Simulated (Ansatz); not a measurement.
LaAs: single run (Ansatz)

The input file (Ansatz 0.2.0, plane waves):

```yaml
crystal:
  lattice:
    - [0.0, 3.086097, 3.086097]
    - [3.086097, 0.0, 3.086097]
    - [3.086097, 3.086097, 0.0]
  atoms:
    - { symbol: As, position: [0.0, 0.0, 0.0] }
    - { symbol: La, position: [0.5, 0.5, 0.5] }
  symmetry: { tolerance: 0.0003 }
kpoints:
  mp_grid: { grid: [5, 5, 5], shift: [0, 0, 0] }
magnetization:
  spin_polarized: false
scf:
  occupations: { method: fermi_dirac, width: 0.0458 }
  eigensolver: { kind: davidson }
hamiltonian:
  pseudopotentials: { kind: paw }
  xc: r2scan
basis:
  ecutwfc: 500
output:
  forces: true
  stress: true
  eigenvalues: true
```

Run with:

```bash
ansatz run input.yaml --threads 1 --pin off --max-ram 2560MiB --backend cpu --events-out ev --progress --plain --runs-dir out
```

Origin of the cell: a database entry, scaled a little.

Output (shortened):

```
Pseudopotentials: kind: paw
Pseudopotential: As, paw, valence charge 15, recommended cutoff 500 eV (meta_gga), As.paw.azcp
Pseudopotential: La, paw, valence charge 11, recommended cutoff 500 eV (meta_gga), La.paw.azcp
Functional definition: r2SCAN
  exchange = r2scan_x(k0 = k0, k1 = k1, a1 = a1)
  correlation = r2scan_c
Crystal: 2 atoms, lattice volume = 58.784 Å³
Basis set: ecut = 500 eV, 1459 PW (Γ), exchange–correlation on 128×128×128 points (64 copies of the dense FFT grid, shifted against one another)
Bands: 17, of which v1, the nominal top of the filled ones, is band 13 counted from 1 (12 counted from 0)
Symmetry: 48 space group operations
Space group: Fm-3m (ITA 225), of the structure as read, at distance tolerance 1.2e-3 Å
[… 7 lines left out …]
Initial density: superposition of atomic densities (neutral atoms: chi_scale 0, normalization atom), corrected by the library's trained network
Functional: x = r2scan, c = r2scan; τ floored in thin density (d = 2e-4 eV/Å³)
SCF iter   1: F=—  HF=-11132.900204 eV  Δρ=9.54e-3  dr2=1.24e-1  dr2_τ=6.98e-3
SCF iter   2: F=—  HF=-11132.915417 eV  Δρ=3.65e-3  dr2=1.28e-2  dr2_τ=1.67e-3  defer=7
SCF iter   3: F=—  HF=-11132.912084 eV  Δρ=1.37e-3  dr2=7.89e-4  dr2_τ=2.59e-5
SCF iter   4: F=—  HF=-11132.912387 eV  Δρ=2.59e-4  dr2=2.85e-5  dr2_τ=2.43e-6
SCF iter   5: F=—  HF=-11132.912393 eV  Δρ=1.25e-4  dr2=1.22e-5  dr2_τ=2.35e-7
SCF iter   6: F=—  HF=-11132.912390 eV  Δρ=2.35e-5  dr2=1.50e-7  dr2_τ=8.66e-9
SCF iter   7: F=—  HF=-11132.912390 eV  Δρ=1.72e-5  dr2=2.01e-7  dr2_τ=2.92e-9
SCF iter   8: F=-11132.912390 eV  HF=-11132.912390 eV  Δρ=1.03e-6  dr2=1.02e-9  dr2_τ=2.54e-11
SCF 1 converged in 8 iterations: F = -11132.912390 eV  dr2 = 1.02e-9
SCF converged after 8 iterations
Free energy (F): -11132.912390 eV
Harris-Foulkes:  -11132.912390 eV  (|F-HF|=8.29e-10)
Internal energy: -11132.909681 eV  (E = F + TS)
E sigma→0 (E₀):  -11132.911036 eV
Entropy (-TS):   -0.002710 eV (-1.355 meV/atom)
Fermi energy:    9.920093 eV
--- Per-component energies (eV) ---
  E_band       = -283.555073
  E_kinetic    = 295.337073
  E_local      = -2249.482475  (includes V_loc(G=0)·N_el)
  E_nonlocal   = -575.970684
  E_hartree    = 1161.482326
  E_xc         = -207.334904
  E_vxc        = -245.536818  (∫ρ·V_xc dr)
  E_paw        = -7285.586395  (= ΣΔE_a)
  E_vpaw       = 156.829409  (= ΣTr[D̂ρ^β])
  E_aug_tail   = -0.000008  (compensation charges beyond the density's cutoff)
  E_vtau       = 12.304294  (kinetic-family band-sum trace: ∫τ·v_τ [+ j·A + Jᵃ·Aᵃ] dr)
  E_ewald      = -2269.965719
  E_core_change = -1.388895  (= ΣΔE_core)
  E_smearing   = -0.002710  (= −TS)
  Σ components = -11132.912390   (vs F -11132.912390, Δ=0.00e0)
--- Forces (eV/Å), atoms counted from 1 ---
  atom   1  As    -0.000000     0.000000     0.000000
  atom   2  La     0.000000     0.000000     0.000000
  max |Σ_I F_I| component: 0.0 eV/Å
--- Stress (GPa, compression-positive) ---
        1.189827       0.000000      -0.000000
        0.000000       1.189827      -0.000000
       -0.000000      -0.000000       1.189827
  P = ⅓ Tr σ = 1.1898 GPa (11.898 kbar)
```

Caveats: no spin-orbit coupling, though heavy elements are present; the k mesh is coarse if the cell is a metal.

The run took 2.9 s on 1 thread of Intel(R) Xeon(R) Platinum 8488C (Sapphire Rapids) (shared host), peak memory 0.49 GiB, from the program's own first density.
